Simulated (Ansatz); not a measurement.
Si:
```yaml
crystal:
  lattice:
    - [-3.32371, 3.32371, 3.32371]
    - [3.32371, -3.32371, 3.32371]
    - [3.32371, 3.32371, -3.32371]
  atoms:
    - { symbol: Si, position: [0.20144, 0.20144, 0.20144] }
    - { symbol: Si, position: [0.50000, 0.00000, 0.29856] }
    - { symbol: Si, position: [0.29856, 0.50000, 0.00000] }
    - { symbol: Si, position: [0.00000, 0.29856, 0.50000] }
    - { symbol: Si, position: [0.79856, 0.79856, 0.79856] }
    - { symbol: Si, position: [0.50000, 0.00000, 0.70144] }
    - { symbol: Si, position: [0.70144, 0.50000, 0.00000] }
    - { symbol: Si, position: [0.00000, 0.70144, 0.50000] }
```

Relaxed with r²SCAN.

**Question.** Map the electron localisation function on the plane through (0.201, 0.201, 0.201) spanned by u = [1, 1, 0] and v = [1, 0, 1] in lattice vectors, from DFT-r²SCAN in the program Ansatz with PAW potentials.

**Answer.** x is the fraction of u, y of v (the angle between them is 90°; rows are the nearest grid lines); atoms in the plane: Si at (0.00, 0.00), Si at (0.30, 0.80), Si at (0.80, 0.50), Si at (0.50, 0.30).
```
|6425888754344554432110000134553136|
|3247999875556665432100000135664223|
|3479999975457877542100001246777643|
|5689999963235777542100001246777765|
|4568998633422466531000001234566554|
|3356887424621355421000012334444433|
|0013566644333443210000245666542100|
|0002467777665543100001367787653100|
|0001357888887542100003578888764200|
|1000135778876421000125677777654321|
|1000013566664321000245665443334431|
|3100001223444433334578863254124553|
|4200000123445555445789974353135654|
|5310000013567776557899998422467765|
|5310000013567875346899998644678765|
|4211000012466632223689998655666654|
|3321000002455422552478886544455543|
|4332100001345311342367764322233444|
|7765310000134444556676531000123567|
|8887531000023567788876420000135678|
|8888753100002467888764200001245678|
|5667664200001346777653100012344455|
|4324777532222344443310000124542124|
|6425888754344554432110000134553136|
```
Scale: ten equal steps from 0.049 (start of '0') to 0.948 (end of '9'), in the order '0123456789'; x runs from 0.000 to 1.00, y from 0.000 (bottom) to 1.00 (top).

The density is the valence pseudo-density with augmentation charge, so density and ELF within about 1 Å of a nucleus are not all-electron values.

Space group Ia-3. The workflow started from an entry of the Crystallography Open Database (COD), which files this formula under 3 space groups. It is not the phase usual at ambient conditions (space group No. 227). The cell was relaxed with r²SCAN under the symmetry of its start; its stability against distortions is not shown here.

Potentials: the later of the program's two PAW sets.
